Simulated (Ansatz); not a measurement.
Consider the following.

Relaxed CdS (zinc blende):

```
CELL_PARAMETERS angstrom
      0.00000     5.92662     5.92662
      2.96331     2.96331     5.92662
      2.96331     2.96331     0.00000
ATOMIC_POSITIONS crystal
  S  0.00000 0.75000 0.75000
  S  0.50000 0.75000 0.75000
  Cd 0.00000 0.00000 0.00000
  Cd 0.50000 0.00000 0.00000
```

A phonon eigenvector at X = (0.5, 0.5, 0.0) is frozen into this cell: atom i moves by Q times the vector below, so Q is the largest atomic displacement, in Å. The cell is held. It is one choice among 2 degenerate patterns. (q is in reciprocal vectors of the primitive cell; the cell shown is doubled to hold the pattern.)

```csv
atom,x,y,z
S1,0.000,-1.000,0.000
S2,0.000,1.000,0.000
Cd3,0.185,0.000,0.000
Cd4,-0.185,0.000,0.000
```

These are PBE (plane waves to 420 eV, PAW, scalar-relativistic; Ansatz, an electronic-structure program) values and carry that method's errors. k mesh 10×10×10 (Γ-centred), Fermi-Dirac smearing 0.05 eV. The energy includes the smearing's −TS. CdS was relaxed with its symmetry unable to fall. ΔE is measured from the undisplaced structure.

The scan covers Q from -0.180 to 0.180 Å in 13 points.

Task: Is this a single well or a double well?

Result: A single well with its minimum at or next to zero displacement.

Task: Which space group does the distorted structure have?

Result: C222_1 (No. 20), lowered from F-43m.

Task: What is the energy change at Q = 0.180 Å?

Result: 280.9 meV/cell.

Task: What harmonic wavenumber does the curvature at Q = 0 give?

Result: 256 cm⁻¹.

(A displaced cell: forces are minus the slopes of the energy, force constants its curvatures, and phonons follow from these.)
